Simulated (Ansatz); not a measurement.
Given:

SiGe:
```yaml
crystal:
  lattice:
    - [1.96221, 1.13288, 6.39973]
    - [-1.96221, 1.13288, 6.39973]
    - [0.00000, -2.26576, 6.39973]
  atoms:
    - { symbol: Si, position: [0.93882, 0.93882, 0.93882] }
    - { symbol: Si, position: [0.06118, 0.06118, 0.06118] }
    - { symbol: Ge, position: [0.43597, 0.43597, 0.43597] }
    - { symbol: Ge, position: [0.56403, 0.56403, 0.56403] }
```

This is the r²SCAN-relaxed structure. Tensor components refer to the Cartesian frame of this cell.

Task: All from r²SCAN (plane waves, PAW; program Ansatz), unless another level is named. Estimate the Poisson's ratio.

Result: 0.20.

Task: Predict the elastic constants (relaxed ions, GPa).

Result: C11 = 177, C12 = 43.3, C13 = 33.3, C14 = -13.1, C33 = 185, C44 = 56.9.

Space group R-3m. The start of the workflow was typed in or built on a structure type; neither database checked (COD, Materials Project) lists it. Its standing as an ambient phase is unchecked. The cell was relaxed with r²SCAN under the symmetry of its start; its stability against distortions is not shown here.

Potentials: the later of the program's two PAW sets.
